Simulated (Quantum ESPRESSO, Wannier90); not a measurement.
GeS$_{2}$ (P4₂/nmc): Wannier90 run

Cell from Materials Project (mp-1071032), symmetrised, no further relaxation. Not found in the COD (Crystallography Open Database) copy used, which has the formula in other groups; not checked further. Computed values, not measurements, from PBEsol: Quantum ESPRESSO (norm-conserving PseudoDojo potentials, cutoff 63 Ry, no spin polarisation, no spin-orbit coupling) on a Γ-centred 8×8×4 mesh, then Wannier90. Density: 10×10×4 mesh, Gaussian smearing 0.01 Ry. The cell is built of weakly bound layers, chains or molecules. Database cells relaxed without dispersion often hold them too far apart, which can enlarge gaps and weakens couplings between them; spacing and stacking were not compared with the measured crystal. Spin-orbit coupling, left out, would split the p-like bands by a few tenths of an eV.

```
begin unit_cell_cart
ang
    3.4873500000    0.0000000000    0.0000000000
    0.0000000000    3.4873500000    0.0000000000
    0.0000000000    0.0000000000   11.3804300000
end unit_cell_cart
mp_grid = 8 8 4
```

Task: Which shells of neighbouring k-points and which b-vectors and weights does Wannier90 pick for this cell and mesh?

Result: 
```
 *---------------------------------- K-MESH ----------------------------------*
 +----------------------------------------------------------------------------+
 |                    Distance to Nearest-Neighbour Shells                    |
 |                    ------------------------------------                    |
 |          Shell             Distance (Ang^-1)          Multiplicity         |
 |          -----             -----------------          ------------         |
 |             1                   0.138026                      2            |
 |             2                   0.225213                      4            |
 |             3                   0.264144                      8            |
 |             4                   0.276052                      2            |
 |             5                   0.318500                      4            |
 |             6                   0.347122                      8            |
 |             7                   0.356267                      8            |
 |             8                   0.414078                      2            |
       ... (lines left out)
 +----------------------------------------------------------------------------+
 | The b-vectors are chosen automatically                                     |
 | The following shells are used:                       1,  2                 |
 +----------------------------------------------------------------------------+
 |                        Shell   # Nearest-Neighbours                        |
 |                        -----   --------------------                        |
 |                          1               2                                 |
 |                          2               4                                 |
 +----------------------------------------------------------------------------+
 | Completeness relation is fully satisfied [Eq. (B1), PRB 56, 12847 (1997)]  |
 +----------------------------------------------------------------------------+
 |                  b_k Vectors (Ang^-1) and Weights (Ang^2)                  |
 |                  ----------------------------------------                  |
 |            No.         b_k(x)      b_k(y)      b_k(z)        w_b           |
 |            ---        --------------------------------     --------        |
 |             1         0.000000    0.000000    0.138026    26.245061        |
 |             2         0.000000    0.000000   -0.138026    26.245061        |
 |             3         0.000000    0.225213    0.000000     9.857830        |
 |             4         0.225213    0.000000    0.000000     9.857830        |
 |             5         0.000000   -0.225213    0.000000     9.857830        |
 |             6        -0.225213    0.000000    0.000000     9.857830        |
```
